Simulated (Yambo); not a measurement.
How GW settings move the gap: BeTe

G0W0@PBE for BeTe (zinc blende, space group F-43m, No. 216) in Yambo. Reference settings: 4×4×4 Γ-centred k mesh, bands 6 to 200 and a 15 Ry block in the screening, 200 bands in G with the Bruneval-Gonze terminator, plasmon pole fitted at 27.2 eV. The PBE gap Γ → X on this mesh is 1.96 eV; G0W0 gaps are taken between the same points.

| change from the reference | G0W0 gap Γ → X (eV) | shift of the valence edge (eV) | rough Yambo cost |
|---|---|---|---|
| reference settings | 2.83 | -0.87 | 1 |
| 107 bands in W, 107 bands in G | 2.79 | -0.78 | within a factor of two |
| 107 bands in G | 2.84 | -0.88 | – |
| 9 Ry block | 2.80 | -0.83 | within a factor of two |
| no terminator | 2.80 | -0.82 | – |

The reference isn't shown to be the converged limit. Costs are rough (shared machines), scaled to the same edge states, and given only for runs that recompute the screening.

Without spin-orbit coupling, band edges of such heavy elements can be off by tenths of an eV.

Geometry relaxed with PBEsol; primitive cell a = 3.965 Å, b = 3.965 Å, c = 3.965 Å, α = 60.00°, β = 60.00°, γ = 60.00°.

A shift is the quasiparticle energy of the state minus its PBE energy.

The potentials are those of PseudoDojo's stringent table.
